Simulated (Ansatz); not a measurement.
Starting cell, SrO (rock salt):

```
SrO
1.0
    0.00000     5.19500     5.19500
    2.59750     2.59750     5.19500
    2.59750     2.59750     0.00000
O Sr
2 2
Direct
  0.00000   0.00000   0.00000
  0.50000   0.00000   0.00000
  0.00000   0.50000   0.50000
  0.50000   0.50000   0.50000
```

The atoms are displaced by Q × the pattern below (from a DFPT mode at X = (0.5, 0.5, 0.0), largest move 1; Q in Å), at fixed cell. It is one choice among 2 degenerate patterns. (q is in reciprocal vectors of the primitive cell; the cell shown is doubled to hold the pattern.)

```
atom      x       y      z
----  -----  ------  -----
O1    0.000  -0.369  0.000
O2    0.000   0.369  0.000
Sr3   0.000   1.000  0.000
Sr4   0.000  -1.000  0.000
```

Computed with PBE (plane waves to 420 eV, PAW, scalar-relativistic; Ansatz, a quantum-chemistry and plane-wave program). k mesh 11×11×11 (Γ-centred), Fermi-Dirac smearing 0.05 eV. E stands for the smeared free energy. SrO was relaxed with its symmetry unable to fall. The zero of ΔE is the undisplaced structure.

| Q (Å) | ΔE (meV/cell) |
|---|---|
| -0.180 | 160.3 |
| -0.120 | 71.2 |
| -0.060 | 17.8 |
| 0.000 | 0.0 |
| 0.060 | 17.8 |
| 0.120 | 71.2 |
| 0.180 | 160.3 |

Problem. Which DFPT wavenumber at X = (0.5, 0.5, 0.0) belongs to this mode?
A. 177 cm⁻¹
B. 305 cm⁻¹
C. 222 cm⁻¹
D. 122 cm⁻¹

Solution. D, 122 cm⁻¹. The curvature of the scan gives 122 cm⁻¹

(For displaced atoms, the force is minus the slope of the energy, and its curvature is a force constant, which sets phonon frequencies.)
